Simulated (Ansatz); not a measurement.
Starting cell, Bi2Se3 (Bi2Te3 type, space group R-3m):

```
CELL_PARAMETERS angstrom
      2.07230     1.19644     9.75526
     -2.07230     1.19644     9.75526
      0.00000    -2.39289     9.75526
ATOMIC_POSITIONS crystal
  Bi 0.39938 0.39938 0.39938
  Bi 0.60062 0.60062 0.60062
  Se 0.00000 0.00000 0.00000
  Se 0.21420 0.21420 0.21420
  Se 0.78580 0.78580 0.78580
```

In each cell atom 4 (Se, nearest neighbour Bi at 2.853 Å; its periodic images, 4.1 Å or more away, move with it) moves by s·(0.000, 0.000, 1.000) (along Cartesian z), the rest being held.

The numbers are results of r2SCAN+rVV10 (plane waves to 500 eV, PAW, scalar-relativistic; Ansatz, a quantum-chemistry and plane-wave program), not measurements. k mesh 8×8×8 (Γ-centred), Fermi-Dirac smearing 0.05 eV. Compression counts positive. F∥ is the force on the atom along that direction. Bi2Se3 was relaxed with its symmetry unable to fall. Spin-orbit coupling is left out, though Bi is heavy. 

```
s (Å)   P (GPa)  F∥ (eV/Å)
------  -------  ---------
-0.290        ?      1.741
-0.232    -1.73      1.439
-0.174    -1.36      1.109
-0.116    -0.95      0.755
-0.058    -0.49      0.382
0.000      0.00     -0.003
0.058      0.54     -0.396
0.116      1.11     -0.790
0.174      1.71     -1.182
0.232      2.35     -1.566
0.290      3.02     -1.938
```

Question: What belongs in the gaps?

Answer: 
- -0.290, P (GPa): -2.05

(A displaced cell: forces are minus the slopes of the energy, force constants its curvatures, and phonons follow from these.)
